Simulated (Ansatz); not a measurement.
Pt:
```
CELL_PARAMETERS angstrom
      0.00000     1.94687     1.94687
      1.94687     0.00000     1.94687
      1.94687     1.94687     0.00000
ATOMIC_POSITIONS crystal
  Pt 0.00000 0.00000 0.00000
```

Relaxed with LDA. Special points in fractions of this cell's reciprocal vectors: Γ (0.000, 0.000, 0.000); X (0.500, 0.000, 0.500); U (0.625, 0.250, 0.625); K (0.375, 0.375, 0.750); L (0.500, 0.500, 0.500); W (0.500, 0.250, 0.750).

### Question
List the band energies nearest the Fermi level at these points for LDA in the plane-wave PAW code Ansatz.

### Answer
In eV from the Fermi level; about four levels below and three above (degenerate sets whole), none deeper than 8.9 eV; … stands for higher levels left out; points with the same levels are listed once.

| k | below | above |
|---|---|---|
| Γ | -3.96 -3.96 -3.96 -1.69 -1.69 | … |
| X | -7.35 -6.89 | 0.03 0.51 0.51 |
| U | -5.69 -3.00 -1.37 -0.19 | 5.72 … |
| L | -7.61 -4.02 -4.02 -0.60 | 0.05 0.05 … |
| W | -5.89 -4.75 -4.75 -2.10 | 0.52 7.16 … |

Space group Fm-3m (fcc (Cu type)). Symmetry was held in the LDA relaxation. No spin polarisation was allowed. Spin–orbit coupling is left out wherever it is not named.

Potentials: the later of the program's two PAW sets.
